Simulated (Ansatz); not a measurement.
TiSe2:
```
TiSe2
1.0
    3.48229     0.00000     0.00000
   -1.74115     3.01575     0.00000
    0.00000     0.00000     5.86418
Ti Se
1 2
Direct
  0.00000   0.00000   0.00000
  0.33333   0.66667   0.26480
  0.66667   0.33333   0.73520
```

Relaxed with DFT-PBE+D3(BJ) in the program Ansatz with PAW potentials. Indices refer to the conventional cell of P-3m1, a = 3.4823 Å, b = 3.4823 Å, c = 5.8642 Å, α = 90.00°, β = 90.00°, γ = 120.00°.

Problem. Simulate the powder diffraction pattern (Cu Kα, λ = 1.54184 Å; lines above 1 %) up to 2θ = 90°.

Solution. Simulated powder pattern, Cu Kα, λ = 1.54184 Å (kinematic, ideal powder, no thermal factors, no anomalous dispersion; the 30 strongest lines at most, above 1 %, up to 2θ = 90°):

```csv
2θ (°),d (Å),I/Imax (%),hkl
15.11,5.864,6.6,(0001)
29.62,3.016,3.2,(1 0 -1 0)
30.49,2.932,12,(0002)
33.41,2.682,100,(0 1 -1 1)+(1 0 -1 1)
43.03,2.102,36,(1 0 -1 2)+(0 1 -1 2)
46.46,1.955,2.4,(0003)
52.56,1.741,26,(1 1 -2 0)
56.07,1.640,18,(1 0 -1 3)+(0 1 -1 3)
61.99,1.497,9.4,(1 1 -2 2)
63.45,1.466,4.3,(0004)
63.73,1.460,15,(2 0 -2 1)+(0 2 -2 1)
70.19,1.341,7.9,(0 2 -2 2)+(2 0 -2 2)
71.56,1.319,1.7,(1 0 -1 4)+(0 1 -1 4)
72.73,1.300,3.5,(1 1 -2 3)
80.44,1.194,6.4,(0 2 -2 3)+(2 0 -2 3)
86.85,1.121,11,(1 1 -2 4)
87.10,1.119,13,(1 2 -3 1)+(2 1 -3 1)
89.70,1.093,5.9,(0 1 -1 5)+(1 0 -1 5)
```

The PBE+D3(BJ) relaxation kept the symmetry of its start. The run is not spin-polarised.

Potentials: the later of the program's two PAW sets.
